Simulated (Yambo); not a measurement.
# Optical response of CaHBr

```
CELL_PARAMETERS angstrom
      3.82229     0.00000     0.00000
      0.00000     3.82229     0.00000
      0.00000     0.00000     7.77367
ATOMIC_POSITIONS crystal
  H  0.50000 0.50000 0.00000
  H  0.00000 0.00000 0.00000
  Ca 0.00000 0.50000 0.16350
  Ca 0.50000 0.00000 0.83650
  Br 0.00000 0.50000 0.66872
  Br 0.50000 0.00000 0.33128
```

Yambo, RPA with local fields on PBEsol bands shifted by a G0W0 scissor of 2.43 eV; 6×6×4 mesh, 89 bands, 3 Ry local-field block, 0.2 eV broadening; field along x.

```tsv
E (eV)	Im ε	Re ε	Im ε, independent particles
0.0	0.00	3.33	0.00
0.6	0.01	3.34	0.01
1.2	0.01	3.36	0.01
1.9	0.02	3.41	0.02
2.5	0.03	3.48	0.03
3.1	0.04	3.58	0.04
3.8	0.05	3.72	0.06
4.4	0.07	3.91	0.09
5.0	0.10	4.18	0.13
5.6	0.16	4.59	0.20
6.2	0.30	5.27	0.38
6.9	0.97	6.58	1.27
7.5	3.80	7.68	5.03
8.1	6.65	3.98	7.03
8.8	5.15	2.81	5.89
9.4	5.34	1.37	6.28
10.0	4.48	0.91	5.41
10.6	3.74	0.44	4.46
11.2	3.31	0.22	3.82
11.9	2.71	0.18	3.25
12.5	2.68	0.35	3.19
13.1	2.23	-0.08	2.58
13.8	1.88	0.00	2.44
14.4	1.77	0.24	2.52
15.0	1.82	-0.06	2.04
15.6	1.77	-0.19	1.60
16.2	1.29	-0.09	1.21
16.9	1.22	-0.12	0.97
17.5	1.05	0.03	0.86
18.1	0.90	0.05	0.68
18.8	0.78	0.05	0.52
19.4	0.62	0.08	0.41
20.0	0.55	0.24	0.41
```

Peak heights and small wiggles depend on the k mesh. Convergence of the RPA response with its 6×6×4 mesh was not tested. The scissor comes from a G0W0 run whose convergence isn't established. No excitonic effects at this level.

Spin-orbit coupling is not included.

Geometry relaxed with PBE+D3(BJ).
